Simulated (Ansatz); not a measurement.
An elastic tensor (GPa, Voigt order, standard axes) from DFT-PBEsol in the program Ansatz with PAW potentials:

```
 286   168   168   0.0   0.0   0.0
 168   286   168   0.0   0.0   0.0
 168   168   286   0.0   0.0   0.0
 0.0   0.0   0.0  74.8   0.0   0.0
 0.0   0.0   0.0   0.0  74.8   0.0
 0.0   0.0   0.0   0.0   0.0  74.8
```

**Question.** Which compound is it?
A. Ta, bcc (W type)
B. Ce, fcc (Cu type)
C. Ca, fcc (Cu type)
D. Mo, bcc (W type)

**Answer.** A, Ta, bcc (W type)

Space group Im-3m (bcc (W type)). Symmetry was held in the PBEsol relaxation. The run is not spin-polarised. As this level gives no gap, shear constants depend on the k-mesh and smearing (Fermi–Dirac, 0.1 eV here). Scalar-relativistic: spin–orbit coupling is off unless named, which matters more the heavier the elements.

Potentials: the later of the program's two PAW sets.
